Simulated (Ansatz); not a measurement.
ZnS:
```xyz
4
Lattice="3.8061 0.0000 0.0000 -1.9031 3.2962 0.0000 0.0000 0.0000 6.2447" Properties=species:S:1:pos:R:3 pbc="T T T"
Zn     1.9031     1.0987     6.2432
Zn     0.0000     2.1975     3.1208
S      1.9031     1.0987     3.9058
S      0.0000     2.1975     0.7834
```

Relaxed with r²SCAN. Independent-particle spectrum: no excitons, no local fields, no scissors shift; 0.1 eV broadening; ε₁ of the summed bands alone.

Question: Tabulate the dielectric function from DFT-r²SCAN in the program Ansatz with PAW potentials.

Answer: 

```
E (eV)  ε₁ xx  ε₂ xx  ε₁ zz  ε₂ zz
------  -----  -----  -----  -----
0.0      5.47   0.00   5.57   0.00
0.3      5.49   0.00   5.58   0.00
0.6      5.51   0.00   5.61   0.00
0.9      5.57   0.00   5.66   0.00
1.2      5.64   0.00   5.74   0.00
1.5      5.74   0.00   5.84   0.00
1.8      5.88   0.00   5.99   0.00
2.1      6.06   0.00   6.17   0.00
2.4      6.31   0.00   6.42   0.00
2.7      6.74   0.03   6.82   0.00
3.0      7.07   0.49   7.36   0.45
3.3      7.20   0.71   7.48   0.79
3.6      7.46   0.85   7.70   1.00
3.9      7.87   0.99   8.05   1.19
4.2      8.54   1.18   8.59   1.41
4.5     10.03   1.85   9.46   1.71
4.8     10.15   3.56  11.11   2.27
5.1      9.92   5.64  14.43   6.91
5.4      9.96   6.69   9.27  10.11
5.7      9.77   9.75   7.38  10.82
6.0      5.55   9.27   4.70  10.68
6.3      6.03  11.06   2.75   9.90
6.6      2.54  10.17   3.10   8.22
6.9      2.93   7.52   2.61   7.55
7.2      3.63   9.91   2.55  10.53
7.5     -0.60  11.22  -1.37   9.83
7.8     -1.50   8.31  -1.05   7.35
8.1     -1.91   7.41  -0.92   6.84
8.4     -2.05   6.16  -1.76   6.75
8.7     -1.49   5.67  -2.38   6.41
9.0     -2.28   6.32  -2.71   5.42
9.3     -2.99   4.50  -2.77   4.24
9.6     -2.50   3.45  -2.49   3.20
9.9     -2.00   3.06  -1.67   2.72
10.2    -1.55   2.98  -1.14   2.84
10.5    -1.36   3.16  -1.17   3.59
10.8    -1.77   3.16  -1.76   3.24
11.1    -1.91   2.73  -1.88   2.87
11.4    -1.99   2.33  -2.13   2.35
11.7    -1.87   1.78  -1.89   1.75
12.0    -1.44   1.52  -1.46   1.49
```

Question: From ε at 3.3 eV (xx: 7.20 + 0.71i), find n, k, the normal reflectivity and the absorption coefficient.

Answer: n = 2.69, k = 0.132, R = 21 %, α = 2kE/ħc = 44000 cm⁻¹.

With all bands, ε∞ without local fields is 5.56 (xx = yy), 5.66 (zz). DFPT, with local fields, gives 5.34 (xx = yy), 5.46 (zz).

Space group P6_3mc (wurtzite). Symmetry was held in the r²SCAN relaxation; phonons on a q-mesh show no instability.

Potentials: the later of the program's two PAW sets.
